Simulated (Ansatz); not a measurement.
## LiMgBN₂ (I-4m2), tetragonal deformation path

Theory: DFT LDA, scalar-relativistic, plane waves, PAW (Ansatz). Settings: plane waves to 420 eV, k-mesh 12×12×12 (Γ-centred), Gaussian smearing 0.05 eV. No spin polarisation. Energies are free energies at this smearing, counted from the undisturbed cell; pressure is positive in compression.

The undisturbed cell (as given, not relaxed at this level; it stands at -5.0 GPa, and it needn't be the usual structure):

```
Li Mg B N
1.0
    -1.90966    1.90966    4.44352
     1.90966   -1.90966    4.44352
     1.90966    1.90966   -4.44352
Li Mg B N
1 1 1 2
Direct
  0.25000 0.75000 0.50000
  0.75000 0.25000 0.50000
  0.50000 0.50000 0.00000
  0.65126 0.65126 0.00000
  0.34874 0.34874 0.00000
```

At fixed volume and fractional coordinates, lengths along (0.000, 0.000, 1.000) are scaled against those across it; ρ is that ratio over its starting value.

**Question.** Over the sampled range (0.850 to 1.200), is the undisturbed cell the lowest point?

**Answer.** Yes, every other sampled point lies higher.

**Question.** Does the gap on the k-mesh survive along the scan?

**Answer.** It is 2.41 eV at the start and stays between 2.16 and 2.48 eV.

The scan:

```csv
ρ,ΔE (meV/atom)
0.850,298.0
0.920,72.2
0.960,16.0
1.000,0.0
1.100,88.1
1.200,296.1
```